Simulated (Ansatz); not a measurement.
HfS2 (fluorite, space group No. 225) at seven volumes, DFT-PBE in the program Ansatz with PAW potentials, scaled uniformly. One row is withheld.

```json
[
 {"V (Å³/atom)": "18.383", "P (GPa)": "12.12"},
 {"V (Å³/atom)": "18.989", "P (GPa)": "7.51"},
 {"V (Å³/atom)": "19.595", "P (GPa)": "3.50"},
 {"V (Å³/atom)": "20.201", "P (GPa)": "0.00"},
 {"V (Å³/atom)": "20.807", "P (GPa)": "?"},
 {"V (Å³/atom)": "21.413", "P (GPa)": "-5.61"},
 {"V (Å³/atom)": "22.019", "P (GPa)": "-7.83"}
]
```

Question: Fit the shown pressures and predict the withheld one.

Answer: P = (3/2)B₀(x^(7/2) − x^(5/2))[1 + (3/4)(B′ − 4)(x − 1)] with x = (V₀/V)^(2/3). Least squares on the six rows gives V₀ = 20.204 Å³/atom, B₀ = 107 GPa, B′ = 3.79. At V = 20.807, x = 0.9806 and P = -2.98 GPa. The run itself gave -3.01 GPa.

Space group Fm-3m (fluorite). A made-up cell: these elements were put on the sites of a structure type; neither database checked (COD, Materials Project) lists it. Its standing as an ambient phase is unchecked. The cell was relaxed with PBE under the symmetry of its start; its stability against distortions is not shown here. No spin polarisation was allowed. Scalar-relativistic: spin–orbit coupling is off unless named, which matters more the heavier the elements.

Potentials: the later of the program's two PAW sets.
